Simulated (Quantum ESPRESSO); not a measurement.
# ZnGeAl6N8: one run as intended and one with a planted mistake

Computed values, not a measurement. The program is pw.x of Quantum ESPRESSO 7.5 (plane-wave density functional theory). The cell is made up: 16 atoms on a doubled zincblende/diamond lattice, with randomly drawn elements, strain and displacements, not relaxed. PseudoDojo standard norm-conserving files (v0.5 for PBE, v0.4.1 for LDA and PBEsol) set the functional; there is no spin polarisation, spin-orbit coupling or dispersion term, and the masses in the input are unused placeholders.

Intended input:

```
&control calculation='scf', pseudo_dir='./dojo.nc.sr.pbe.v0_5.standard.upf', outdir='./o', disk_io='low', tprnfor=.true., tstress=.true. /
&system ibrav=0, nat=16, ntyp=4, nbnd=52, ecutwfc=84.00895049, nosym=.true., tot_charge=0,
 occupations='smearing', smearing='fd', degauss=0.0018374661
/
&electrons conv_thr=7.350e-09, electron_maxstep=60, /
ATOMIC_SPECIES
Al 1.0 Al.upf
Ge 1.0 Ge.upf
N 1.0 N.upf
Zn 1.0 Zn.upf
CELL_PARAMETERS angstrom
4.3682 0.0683 -0.0416
0.0683 4.4855 0.0276
-0.0833 0.0551 8.7068
ATOMIC_POSITIONS angstrom
Zn 0.1258 -0.0651 0.0906
Ge 0.049 2.2716 2.2719
Al 2.1838 -0.0785 2.1184
Al 2.2529 2.3568 -0.0233
Al 0.0319 0.0071 4.3575
Al -0.1253 2.2913 6.5013
Al 2.1668 0.1058 6.559
Al 2.1325 2.3324 4.3564
N 1.0725 1.0523 1.1149
N 1.1005 3.4463 3.2363
N 3.1824 1.2145 3.3822
N 3.2857 3.4804 1.1848
N 1.1161 1.3461 5.4245
N 0.9845 3.474 7.6537
N 3.245 1.2225 7.6336
N 3.2804 3.4592 5.4646
K_POINTS automatic
5 5 3 1 1 1
```

The log is shortened where brackets say so; the opening notice, blank lines, dates and the lines on written files are dropped, and the path of the files is cut. It prints rydbergs, bohrs and kilobars, and counts compression as positive stress. Where no state is partly filled, the Fermi energy that it prints is only some level between the filled and the empty states on the mesh, and need not lie in the true gap.

Log of the intended run:

```
     Program PWSCF v.7.5
     Parallel version (MPI & OpenMP), running on       4 processor cores
     Number of MPI processes:                 4
     Threads/MPI process:                     1
     [start-up lines left out]
     bravais-lattice index     =            0
     lattice parameter (alat)  =       8.2561  a.u.
     unit-cell volume          =    1150.8212 (a.u.)^3
     number of atoms/cell      =           16
     number of atomic types    =            4
     number of electrons       =        92.00
     number of Kohn-Sham states=           52
     kinetic-energy cutoff     =      84.0090  Ry
     charge density cutoff     =     336.0358  Ry
     scf convergence threshold =      7.3E-09
     mixing beta               =       0.7000
     number of iterations used =            8  plain     mixing
     Exchange-correlation= PBE
                           (   1   4   3   4   0   0   0)
     [axes and pseudopotential details left out]
   Cartesian axes
     site n.     atom                  positions (alat units)
         1        Zn     tau(   1) = (   0.0287942  -0.0149007   0.0207373  )
         2        Ge     tau(   2) = (   0.0112156   0.5199440   0.5200127  )
         3        Al     tau(   3) = (   0.4998476  -0.0179678   0.4848782  )
         4        Al     tau(   4) = (   0.5156638   0.5394453  -0.0053331  )
         5        Al     tau(   5) = (   0.0073016   0.0016251   0.9973833  )
         6        Al     tau(   6) = (  -0.0286798   0.5244531   1.4880754  )
         7        Al     tau(   7) = (   0.4959565   0.0242164   1.5012822  )
         8        Al     tau(   8) = (   0.4881056   0.5338605   0.9971316  )
         9        N      tau(   9) = (   0.2454833   0.2408598   0.2551882  )
        10        N      tau(  10) = (   0.2518922   0.7888198   0.7407531  )
        11        N      tau(  11) = (   0.7284160   0.2779856   0.7741480  )
        12        N      tau(  12) = (   0.7520602   0.7966249   0.2711876  )
        13        N      tau(  13) = (   0.2554629   0.3081073   1.2416078  )
        14        N      tau(  14) = (   0.2253411   0.7951600   1.7518469  )
        15        N      tau(  15) = (   0.7427445   0.2798167   1.7472462  )
        16        N      tau(  16) = (   0.7508471   0.7917725   1.2507862  )
     number of k points=    38  Fermi-Dirac smearing, width (Ry)=  0.0018
                       cart. coord. in units 2pi/alat
        k(    1) = (   0.0993253   0.0953721   0.0839774), wk =   0.0533333
        k(    2) = (   0.0961061   0.0974797  -0.2505894), wk =   0.0533333
     [further k points left out]
     Dense  grid:   119711 G-vectors     FFT dimensions: (  50,  50,  96)
     Estimated max dynamical RAM per process >     309.35 MB
     Estimated total dynamical RAM >       1.12 GB
     Initial potential from superposition of free atoms
     starting charge      91.9843, renormalised to      92.0000
     Starting wfcs are   75 randomized atomic wfcs
     total cpu time spent up to now is        6.0 secs
     per-process dynamical memory:   239.7 Mb
     Self-consistent Calculation
     iteration #  1     ecut=    84.01 Ry     beta= 0.70
     Davidson diagonalization with overlap
     ethr =  1.00E-02,  avg # of iterations =  3.0
     total cpu time spent up to now is       16.4 secs
     total energy              =    -789.35987023 Ry
     estimated scf accuracy    <       4.91074304 Ry
     iteration #  2     ecut=    84.01 Ry     beta= 0.70
     Davidson diagonalization with overlap
     ethr =  5.34E-03,  avg # of iterations =  3.1
     total cpu time spent up to now is       27.4 secs
     total energy              =    -790.28712119 Ry
     estimated scf accuracy    <       5.50695612 Ry
     [iterations 3 to 13 left out]
     iteration # 14     ecut=    84.01 Ry     beta= 0.70
     Davidson diagonalization with overlap
     ethr =  4.00E-11,  avg # of iterations =  2.5
     total cpu time spent up to now is      150.5 secs
     total energy              =    -791.53522442 Ry
     estimated scf accuracy    <       0.00000002 Ry
     iteration # 15     ecut=    84.01 Ry     beta= 0.70
     Davidson diagonalization with overlap
     ethr =  2.55E-11,  avg # of iterations =  2.0
     total cpu time spent up to now is      159.4 secs
     End of self-consistent calculation
     [lines on levels left out]
     the Fermi energy is    10.6689 ev
!    total energy              =    -791.53522442 Ry
     estimated scf accuracy    <          3.7E-09 Ry
     smearing contrib. (-TS)   =      -0.00000000 Ry
     internal energy E=F+TS    =    -791.53522442 Ry
     The total energy is F=E-TS. E is the sum of the following terms:
     one-electron contribution =    -596.49253230 Ry
     hartree contribution      =     351.45835865 Ry
     xc contribution           =    -151.98661497 Ry
     ewald contribution        =    -394.51443580 Ry
     convergence has been achieved in  15 iterations
     Forces acting on atoms (cartesian axes, Ry/au):
     atom    1 type  4   force =    -0.10861047    0.02687391   -0.02562623
     atom    2 type  2   force =    -0.04932550   -0.07557785   -0.06851992
     atom    3 type  1   force =    -0.06204117    0.15927354    0.07486250
     atom    4 type  1   force =    -0.01812383   -0.05133858   -0.02097977
     atom    5 type  1   force =    -0.04342806    0.05760613    0.07535275
     atom    6 type  1   force =     0.07371485   -0.03323918    0.10557771
     atom    7 type  1   force =    -0.03278442    0.01581950    0.02865032
     atom    8 type  1   force =     0.04739990    0.03819044    0.04039350
     atom    9 type  3   force =     0.08605436    0.17093178    0.11556051
     atom   10 type  3   force =     0.01239953   -0.01677489    0.03180888
     atom   11 type  3   force =     0.06019676   -0.03212806   -0.08289535
     atom   12 type  3   force =     0.05523672   -0.15470220   -0.03277943
     atom   13 type  3   force =    -0.05803153   -0.11343545    0.00740027
     atom   14 type  3   force =     0.12218765   -0.10114564   -0.12205862
     atom   15 type  3   force =    -0.04714164    0.05154231   -0.03298846
     atom   16 type  3   force =    -0.03770316    0.05810425   -0.09375868
     Total force =     0.516920     Total SCF correction =     0.000081
     Computing stress (Cartesian axis) and pressure
          total   stress  (Ry/bohr**3)                   (kbar)     P=       84.33
   0.00063430  -0.00048705  -0.00001571           93.31      -71.65       -2.31
  -0.00048705   0.00037603   0.00013669          -71.65       55.32       20.11
  -0.00001571   0.00013669   0.00070954           -2.31       20.11      104.38
     init_run     :      5.56s CPU      5.78s WALL (       1 calls)
     electrons    :    152.80s CPU    153.42s WALL (       1 calls)
     forces       :      2.24s CPU      2.26s WALL (       1 calls)
     stress       :      7.47s CPU      7.64s WALL (       1 calls)
     [timing details left out]
     PWSCF        :   2m48.30s CPU   2m49.43s WALL
     JOB DONE.
```

A second run has one planted mistake: the plane-wave cutoff is too low. The input lines that differ, file-writing options aside:

```
- &system ibrav=0, nat=16, ntyp=4, nbnd=52, ecutwfc=84.00895049, nosym=.true., tot_charge=0,
+ &system ibrav=0, nat=16, ntyp=4, nbnd=52, ecutwfc=62.84134092, nosym=.true., tot_charge=0,
```

Its log:

```
     Program PWSCF v.7.5
     Parallel version (MPI & OpenMP), running on       4 processor cores
     Number of MPI processes:                 4
     Threads/MPI process:                     1
     [start-up lines left out]
     bravais-lattice index     =            0
     lattice parameter (alat)  =       8.2561  a.u.
     unit-cell volume          =    1150.8212 (a.u.)^3
     number of atoms/cell      =           16
     number of atomic types    =            4
     number of electrons       =        92.00
     number of Kohn-Sham states=           52
     kinetic-energy cutoff     =      62.8413  Ry
     charge density cutoff     =     251.3654  Ry
     scf convergence threshold =      7.3E-09
     mixing beta               =       0.7000
     number of iterations used =            8  plain     mixing
     Exchange-correlation= PBE
                           (   1   4   3   4   0   0   0)
     [axes and pseudopotential details left out]
   Cartesian axes
     site n.     atom                  positions (alat units)
         1        Zn     tau(   1) = (   0.0287942  -0.0149007   0.0207373  )
         2        Ge     tau(   2) = (   0.0112156   0.5199440   0.5200127  )
         3        Al     tau(   3) = (   0.4998476  -0.0179678   0.4848782  )
         4        Al     tau(   4) = (   0.5156638   0.5394453  -0.0053331  )
         5        Al     tau(   5) = (   0.0073016   0.0016251   0.9973833  )
         6        Al     tau(   6) = (  -0.0286798   0.5244531   1.4880754  )
         7        Al     tau(   7) = (   0.4959565   0.0242164   1.5012822  )
         8        Al     tau(   8) = (   0.4881056   0.5338605   0.9971316  )
         9        N      tau(   9) = (   0.2454833   0.2408598   0.2551882  )
        10        N      tau(  10) = (   0.2518922   0.7888198   0.7407531  )
        11        N      tau(  11) = (   0.7284160   0.2779856   0.7741480  )
        12        N      tau(  12) = (   0.7520602   0.7966249   0.2711876  )
        13        N      tau(  13) = (   0.2554629   0.3081073   1.2416078  )
        14        N      tau(  14) = (   0.2253411   0.7951600   1.7518469  )
        15        N      tau(  15) = (   0.7427445   0.2798167   1.7472462  )
        16        N      tau(  16) = (   0.7508471   0.7917725   1.2507862  )
     number of k points=    38  Fermi-Dirac smearing, width (Ry)=  0.0018
                       cart. coord. in units 2pi/alat
        k(    1) = (   0.0993253   0.0953721   0.0839774), wk =   0.0533333
        k(    2) = (   0.0961061   0.0974797  -0.2505894), wk =   0.0533333
     [further k points left out]
     Dense  grid:    77481 G-vectors     FFT dimensions: (  45,  45,  90)
     Estimated max dynamical RAM per process >     203.52 MB
     Estimated total dynamical RAM >     757.35 MB
     Check: negative core charge=   -0.000005
     Initial potential from superposition of free atoms
     starting charge      91.9843, renormalised to      92.0000
     Starting wfcs are   75 randomized atomic wfcs
     total cpu time spent up to now is        4.4 secs
     per-process dynamical memory:   154.4 Mb
     Self-consistent Calculation
     iteration #  1     ecut=    62.84 Ry     beta= 0.70
     Davidson diagonalization with overlap
     ethr =  1.00E-02,  avg # of iterations =  3.0
     total cpu time spent up to now is       13.1 secs
     total energy              =    -789.30680674 Ry
     estimated scf accuracy    <       4.88431154 Ry
     iteration #  2     ecut=    62.84 Ry     beta= 0.70
     Davidson diagonalization with overlap
     ethr =  5.31E-03,  avg # of iterations =  3.1
     total cpu time spent up to now is       21.3 secs
     total energy              =    -790.23352997 Ry
     estimated scf accuracy    <       5.44151075 Ry
     [iterations 3 to 13 left out]
     iteration # 14     ecut=    62.84 Ry     beta= 0.70
     Davidson diagonalization with overlap
     ethr =  3.99E-11,  avg # of iterations =  2.3
     total cpu time spent up to now is      112.6 secs
     total energy              =    -791.46667647 Ry
     estimated scf accuracy    <       0.00000002 Ry
     iteration # 15     ecut=    62.84 Ry     beta= 0.70
     Davidson diagonalization with overlap
     ethr =  2.42E-11,  avg # of iterations =  2.0
     total cpu time spent up to now is      119.2 secs
     End of self-consistent calculation
     [lines on levels left out]
     the Fermi energy is    10.6618 ev
!    total energy              =    -791.46667647 Ry
     estimated scf accuracy    <          2.9E-09 Ry
     smearing contrib. (-TS)   =      -0.00000000 Ry
     internal energy E=F+TS    =    -791.46667647 Ry
     The total energy is F=E-TS. E is the sum of the following terms:
     one-electron contribution =    -596.26105414 Ry
     hartree contribution      =     351.25977440 Ry
     xc contribution           =    -151.95096092 Ry
     ewald contribution        =    -394.51443581 Ry
     convergence has been achieved in  15 iterations
     Forces acting on atoms (cartesian axes, Ry/au):
     atom    1 type  4   force =    -0.10807728    0.02706154   -0.02578610
     atom    2 type  2   force =    -0.04930342   -0.07579606   -0.06823542
     atom    3 type  1   force =    -0.06212835    0.15931437    0.07493547
     atom    4 type  1   force =    -0.01814376   -0.05137836   -0.02101479
     atom    5 type  1   force =    -0.04339414    0.05757005    0.07529942
     atom    6 type  1   force =     0.07365204   -0.03325428    0.10552381
     atom    7 type  1   force =    -0.03271638    0.01583126    0.02866377
     atom    8 type  1   force =     0.04736015    0.03810260    0.04036871
     atom    9 type  3   force =     0.08628515    0.17061207    0.11527802
     atom   10 type  3   force =     0.01250147   -0.01650157    0.03190473
     atom   11 type  3   force =     0.06006908   -0.03215389   -0.08269889
     atom   12 type  3   force =     0.05457538   -0.15460483   -0.03299761
     atom   13 type  3   force =    -0.05800963   -0.11351091    0.00729027
     atom   14 type  3   force =     0.12215567   -0.10098283   -0.12192280
     atom   15 type  3   force =    -0.04721554    0.05154495   -0.03297970
     atom   16 type  3   force =    -0.03761044    0.05814589   -0.09362889
     Total force =     0.516469     Total SCF correction =     0.000083
     Computing stress (Cartesian axis) and pressure
          total   stress  (Ry/bohr**3)                   (kbar)     P=      -10.44
  -0.00000905  -0.00048648  -0.00001633           -1.33      -71.56       -2.40
  -0.00048648  -0.00026952   0.00013337          -71.56      -39.65       19.62
  -0.00001633   0.00013337   0.00006566           -2.40       19.62        9.66
     init_run     :      4.20s CPU      4.34s WALL (       1 calls)
     electrons    :    114.40s CPU    114.75s WALL (       1 calls)
     forces       :      1.49s CPU      1.50s WALL (       1 calls)
     stress       :      4.97s CPU      4.97s WALL (       1 calls)
     [timing details left out]
     PWSCF        :   2m 5.20s CPU   2m 5.74s WALL
     JOB DONE.
```

|  | intended run | run with the mistake |
| --- | --- | --- |
| free energy (eV) | -10769.385 | -10768.453 |
| smearing term -TS (eV) | 0.0000 | 0.0000 |
| pressure (GPa) | 8.43 | -1.04 |
| largest force component (eV/Å) | 4.395 | 4.387 |
| largest change of a force component (eV/Å) |  | 0.017 |
| iterations | 15 | 15 |

For scale, a rerun of the intended cell at a cutoff of 1437 eV and k mesh 7 x 7 x 5 moved values by no more than 0.005 eV in energy, 0.02 GPa in stress and 0.002 eV/Å in force.